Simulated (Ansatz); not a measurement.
Si₃N₄:
```xyz
14
Lattice="7.6055 0.0000 0.0000 -3.8028 6.5866 0.0000 0.0000 0.0000 2.9056" Properties=species:S:1:pos:R:3 pbc="T T T"
Si    -1.3817     5.4312     2.1792
Si     5.1844     1.1554     0.7264
Si     2.2111     1.5190     0.7264
Si     1.5916     5.0675     2.1792
Si    -0.2100     2.6744     2.1792
Si     4.0127     3.9121     0.7264
N      0.0000     4.3910     2.1792
N      3.8028     2.1955     0.7264
N      4.8211     4.4109     2.1792
N     -1.0184     2.1756     0.7264
N     -1.4094     6.3807     0.7264
N      5.2122     0.2059     2.1792
N      1.3750     1.9697     2.1792
N      2.4278     4.6168     0.7264
```

Cartesian axes are those of the cell as given.

Question: Give the high-frequency dielectric tensor and the Born effective charge tensors of the independent atoms from DFPT, r²SCAN in the plane-wave PAW code Ansatz.

Answer: 
ε∞:
```
3.98  0.00  0.00
0.00  3.98  0.00
0.00  0.00  4.06
```
Z* of atom 1 (Si), rows: field, columns: displacement, in e:
```
3.39  0.20  0.00
0.18  3.31  0.00
0.00  0.00  3.41
```
Z* of atom 7 (N), rows: field, columns: displacement, in e:
```
-2.95  -0.05   0.00
 0.05  -2.95   0.00
 0.00   0.00  -1.75
```
Z* of atom 9 (N), rows: field, columns: displacement, in e:
```
-2.70  -0.69   0.00
-0.70  -2.04   0.00
 0.00   0.00  -2.83
```

Static charges for comparison (Bader): Si1 +3.21, N7 -2.40, N9 -2.41 e. Born charges measure polarisation by displacement and can exceed these by far.

Space group P6_3/m. The cell was relaxed with r²SCAN under the symmetry of its start.

Potentials: the earlier of the program's two PAW sets.
